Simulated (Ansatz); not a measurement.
CuI:
```yaml
crystal:
  lattice:
    - [4.24484, 0.00000, 0.00000]
    - [-2.12242, 3.67614, 0.00000]
    - [0.00000, 0.00000, 7.00308]
  atoms:
    - { symbol: Cu, position: [0.66667, 0.33333, 0.87333] }
    - { symbol: Cu, position: [0.33333, 0.66667, 0.37333] }
    - { symbol: I, position: [0.66667, 0.33333, 0.50167] }
    - { symbol: I, position: [0.33333, 0.66667, 0.00167] }
```

r²SCAN (plane waves, PAW; program Ansatz) gives a gap of 1.72 eV without spin–orbit coupling, maximum at Γ, minimum at Γ.

Question: What happens when spin–orbit coupling is switched on?

Answer: The gap shrinks by 0.15 eV, to 1.57 eV; maximum at Γ, minimum at Γ.

Question: Give the electron effective mass with spin–orbit coupling.

Answer: 0.16, 0.19, 0.19 mₑ (principal values).

Question: Give the hole effective mass with spin–orbit coupling.

Answer: 0.35, 0.35, 1.3 mₑ (principal values).

Space group P6_3mc (wurtzite). The workflow started from a Materials Project entry (that database holds measured and hypothetical structures alike); the Crystallography Open Database files this formula in space group No. 186, but the cells were not matched. It is not the phase usual at ambient conditions (space group No. 216). The r²SCAN relaxation kept the symmetry of its start; whether a distortion lowers the energy is not shown. No spin polarisation was allowed.

Potentials: the later of the program's two PAW sets.
